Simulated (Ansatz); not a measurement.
The calculation used DFT PBE, scalar-relativistic, plane waves, PAW in Ansatz 0.2.0. Plane waves to 420 eV, a 14×14×8 mesh through Γ for the 4-atom cell and 0.10 eV Gaussian smearing; no spin polarisation.

Formation energies are uncorrected and count from the elements' standard states at the same level.

Question: Find a candidate orthorhombic metal that holds Sb and 2 more elements, with a formation energy near −0.84 eV/atom and about 18 Å³ per atom, in a cell of 4 atoms.

Answer: InSbO2, space group Pmmm (No. 47). In is surrounded by 4 O at 2.24 Å; Sb has 4 O at 2.34 Å; O has 2 In at 2.24 Å and 2 Sb at 2.34 Å.

```cif
data_structure
_symmetry_space_group_name_H-M 'Pmmm'
_symmetry_Int_Tables_number 47
_cell_length_a 3.3044
_cell_length_b 3.5031
_cell_length_c 6.1330
_cell_angle_alpha 90.000
_cell_angle_beta 90.000
_cell_angle_gamma 90.000
_cell_volume 70.99
loop_
_atom_site_label
_atom_site_type_symbol
_atom_site_symmetry_multiplicity
_atom_site_Wyckoff_symbol
_atom_site_fract_x
_atom_site_fract_y
_atom_site_fract_z
_atom_site_occupancy
In1 In 1 a 0.00000 0.00000 0.00000 1
Sb1 Sb 1 h 0.50000 0.50000 0.50000 1
O1 O 2 s 0.50000 0.00000 0.75400 1
```

| Quantity | Value |
| --- | --- |
| Volume per atom | 17.75 Å³ |
| Density | 6.28 g/cm³ |
| Formation energy | −0.84 eV/atom |
| Gap on the 14×14×8 mesh of the 4-atom cell | 0 eV (a metal) |

The structure comes from a generated guess, relaxed at this level; another structure or a mixture of phases may lie lower. The answer needn't be unique; the calculation gave this one.

Spin–orbit coupling, which can matter for Sb, is left out. Symmetry constrained the relaxation, so the result can be a saddle point.
